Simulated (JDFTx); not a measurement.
Si(110) slab cut from bulk Si (space group Fd-3m, indices of the conventional cell, lattice of the Materials Project entry mp-149, not re-optimised): 16 atoms in 8 planes, a 1x1 cell of 20.95 Å² (|a| = 3.849, |b| = 5.444 Å), 13.5 Å between the outermost planes, cell height 29.5 Å, 6×4×1 k mesh, Fermi smearing 0.003 Ha, no spin polarisation. Neither spin polarisation nor a larger cell was tried.

All numbers are PBE, GBRV ultrasoft potentials, plane waves to 20/100 Ha results from a modified build of JDFTx, not measurements. Vacuum. The outer atoms relax from bulk positions, keeping the cell's symmetry; the lattice is not PBE's own optimum in this code, and that strain can shift the moves by a few hundredths of an ångström. Input:

```
lattice \
  7.2740796480 0.0000000000 0.0000000000 \
  0.0000000000 10.2871021046 0.0000000000 \
  0.0000000000 0.0000000000 55.7469206765
coords-type Lattice
ion Si 0.0000000000 0.2500000000 -0.2283469520 1
ion Si 0.5000000000 0.0000000000 -0.2283469520 1
ion Si 0.5000000000 0.7500000000 -0.1631049650 1
ion Si 0.0000000000 0.5000000000 -0.1631049650 1
ion Si 0.0000000000 0.2500000000 -0.0978629790 0
ion Si 0.5000000000 0.0000000000 -0.0978629790 0
ion Si 0.5000000000 0.7500000000 -0.0326209930 0
ion Si 0.0000000000 0.5000000000 -0.0326209930 0
ion Si 0.0000000000 0.2500000000 0.0326209930 0
ion Si 0.5000000000 0.0000000000 0.0326209930 0
ion Si 0.5000000000 0.7500000000 0.0978629790 0
ion Si 0.0000000000 0.5000000000 0.0978629790 0
ion Si 0.0000000000 0.2500000000 0.1631049650 1
ion Si 0.5000000000 0.0000000000 0.1631049650 1
ion Si 0.5000000000 0.7500000000 0.2283469520 1
ion Si 0.0000000000 0.5000000000 0.2283469520 1
ion-species pseudo/si_pbe_v1.upf
elec-cutoff 20 100
elec-ex-corr gga-PBE
coulomb-interaction Slab 001
coulomb-truncation-embed 0 0 0
kpoint-folding 6 4 1
elec-smearing Fermi 0.003
lcao-params 10
elec-n-bands 39
converge-empty-states yes
electronic-scf nIterations 100 energyDiffThreshold 1e-07
ionic-minimize nIterations 10 energyDiffThreshold 1e-5 knormThreshold 4e-4
dump-name vac.$VAR
dump End State Ecomponents EigStats BandEigs Forces ElecDensity IonicPositions Fillings Kpoints Dtot
```

Task: How far do the free atoms of the upper face move along the normal, and how much energy is released?

Result: Si (atom 15) -0.13 Å, Si (atom 16) -0.13 Å, Si (atom 13) 0.01 Å, Si (atom 14) 0.01 Å (positive: outward). The free energy falls by 0.145 eV per cell, 56 mJ/m².
